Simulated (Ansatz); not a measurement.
HfSi₂ (fluorite, Fm-3m) under volume change, DFT-PBE in the program Ansatz with PAW potentials, scaled uniformly.

| V (Å³/atom) | E − E(relaxed) (meV/atom) | P (GPa) |
|---|---|---|
| 18.570 | 52.4 | 9.82 |
| 19.182 | 22.2 | 6.09 |
| 19.794 | 5.3 | 2.83 |
| 20.406 | 0.0 | 0.00 |
| 21.018 | 4.8 | -2.42 |
| 21.630 | 18.1 | -4.51 |
| 22.243 | 38.9 | -6.30 |

Q: What does a third-order Birch–Murnaghan fit give for V₀, B₀ and B′?

A: V₀ = 20.41 Å³/atom, B₀ = 86.7 GPa, B′ = 3.9.

A made-up cell: these elements were put on the sites of a structure type; neither database checked (COD, Materials Project) lists it. COD files the formula under space group No. 63, so this cell is another polymorph or a model. Its standing as an ambient phase is unchecked. The PBE relaxation kept the symmetry of its start; its stability against distortions is not shown here. The run is not spin-polarised. Scalar-relativistic: spin–orbit coupling is off unless named, which matters more the heavier the elements.

Potentials: the later of the program's two PAW sets.
